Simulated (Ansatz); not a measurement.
## Vibrational response of Hf3H

All numbers below come from DFT PBE, scalar-relativistic, plane waves, PAW (Ansatz). Cutoff 420 eV, 12×12×2 k-points (Γ-centred), Gaussian smearing of 0.10 eV. No spin polarisation. Phonons by linear response, acoustic sum rule imposed.

The cell, relaxed at this level:
```yaml
crystal:
  lattice:
    - [3.21251, 0.00000, 0.00000]
    - [-1.60626, 2.78212, 0.00000]
    - [0.00000, 0.00000, 15.70038]
  atoms:
    - { symbol: Hf, position: [0.33333, 0.66667, 0.09572] }
    - { symbol: Hf, position: [0.66667, 0.33333, 0.90428] }
    - { symbol: Hf, position: [0.33333, 0.66667, 0.41955] }
    - { symbol: Hf, position: [0.66667, 0.33333, 0.58045] }
    - { symbol: Hf, position: [0.66667, 0.33333, 0.25806] }
    - { symbol: Hf, position: [0.33333, 0.66667, 0.74194] }
    - { symbol: H, position: [0.33333, 0.66667, 0.96229] }
    - { symbol: H, position: [0.66667, 0.33333, 0.03771] }
```

The structure comes from a proposed guess, relaxed at this level; another structure or a mixture of phases may lie lower. In a metal, frequencies depend on the k mesh and the smearing, soft modes most. Spin–orbit coupling is left out, which matters for heavy elements.

Question: Is this structure stable against zone-centre distortions?

Answer: Yes, at Γ: no optical mode is imaginary. Strains and other wave vectors aren't tested by this run.

Question: List the optical modes at Γ (i marks imaginary ones).

Answer:
| frequency (cm⁻¹) | degeneracy |
| --- | --- |
| 35 | 2 |
| 39 | 2 |
| 59 | 2 |
| 70 | 2 |
| 76 | 2 |
| 77 | 1 |
| 80 | 1 |
| 101 | 1 |
| 114 | 1 |
| 142 | 1 |
| 1049 | 1 |
| 1100 | 2 |
| 1117 | 2 |
| 1180 | 1 |
